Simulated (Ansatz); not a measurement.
Profile along the O–Eu line in EuO (rock salt)

EuO (rock salt)

```xyz
2
Lattice="0.0000 2.5308 2.5308 2.5308 0.0000 2.5308 2.5308 2.5308 0.0000" Properties=species:S:1:pos:R:3 pbc="T T T"
O      0.0000     0.0000     0.0000
Eu     2.5308     2.5308     2.5308
```

Fields along a shortest O–Eu line of a {100} plane (2.53 Å), from O to Eu, interpolated on the slice's grid (step about 0.2 Å). These are PBE (plane waves to 420 eV, PAW, scalar-relativistic; Ansatz, a quantum-chemistry and plane-wave program) values and carry that method's errors. k mesh 16×16×16. Near the nuclei the fields are pseudised (PAW); where an atom keeps semicore shells as valence, they peak there. EuO is run spin-polarised and with no Hubbard U. EuO was relaxed with its symmetry unable to fall. Relaxed EuO ends ferromagnetic. The magnetic order is the one the run started from; other orders were not tried. The f-shell state is unchecked: a lower one may exist.

| distance from O (Å) | valence electron density (e/Å³) | spin density, up minus down (e/Å³) | electron localisation function | ELF of the up spins | ELF of the down spins |
|---|---|---|---|---|---|
| 0.00 | 7.61 | -0.16 | x | x | x |
| 0.25 | 6.29 | -0.14 | x | x | x |
| 0.51 | 2.94 | -0.06 | 0.80 | 0.80 | 0.81 |
| 0.76 | 0.92 | -0.01 | 0.78 | 0.77 | 0.78 |
| 1.01 | 0.36 | 0.00 | 0.32 | 0.29 | 0.35 |
| 1.26 | 0.30 | 0.02 | 0.11 | 0.10 | 0.11 |
| 1.52 | 0.73 | 0.11 | 0.49 | 0.43 | 0.58 |
| 1.77 | 2.28 | 0.58 | 0.78 | 0.70 | 0.87 |
| 2.02 | 5.90 | 3.50 | 0.73 | 0.69 | 0.78 |
| 2.28 | 11.70 | 11.60 | x | x | x |
| 2.53 | 15.14 | 17.36 | x | x | x |

x: too close to a nucleus for the ELF to mean much.

Density on the O–Eu line (2.53 Å) at its density minimum, 1.2 Å from O: 0.28 e/Å³. ELF at that point: 0.1.
